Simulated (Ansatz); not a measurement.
The start is a relaxed TiAl cell with one Ti and one Al atom exchanged in a cell of 4 atoms. The cell and all atomic positions are relaxed at zero pressure with PBEsol (plane waves to 420 eV, PAW, scalar-relativistic; Ansatz, a quantum-chemistry and plane-wave program). The first steps use a coarse 6×12×8 k-mesh.

Starting cell:
```
CELL_PARAMETERS angstrom
      5.59458     0.00000     0.00000
      0.00000     2.79729     0.00000
      0.00000     0.00000     4.03230
ATOMIC_POSITIONS crystal
  Al 0.25000 0.50000 0.50000
  Ti 0.75000 0.50000 0.50000
  Al 0.00000 0.00000 0.00000
  Ti 0.50000 0.00000 0.00000
```

### Question
What pressure does the first self-consistent step give?

### Answer
+2.8 GPa (positive: the cell is compressed).

### Question
How much energy is released per atom?

### Answer
0.04 eV/atom.

### Question
Is the parent structure recovered?

### Answer
It does not go back: it is caught in Pmmn (No. 59), 0.21 eV/atom above the parent.

### Question
Is the relaxed structure metallic? Give its gap.

### Answer
No gap (metallic).

### Question
Write out the relaxed structure.

### Answer

Space group Pmmn, origin choice 1 (No. 59); a = 3.005 Å, b = 3.794 Å, c = 5.720 Å, α = β = γ = 90.00°

```csv
atom,site,symmetry,x,y,z
Al,2a,mm2,0.0000,0.0000,0.8734
Ti,2a,mm2,0.0000,0.0000,0.3864
```

Final values are on a 15×12×8 k-mesh of the relaxed cell. No spin polarisation in the result.

The run could not lose the symmetry of its start, so the end can be a saddle point.

The relaxed structure here is a generated cell of TiAl: the first start was made by placing the elements on the sites of a structure type, and the end was not matched to a known phase here, so it may be hypothetical. Known forms of TiAl include space group No. 123.
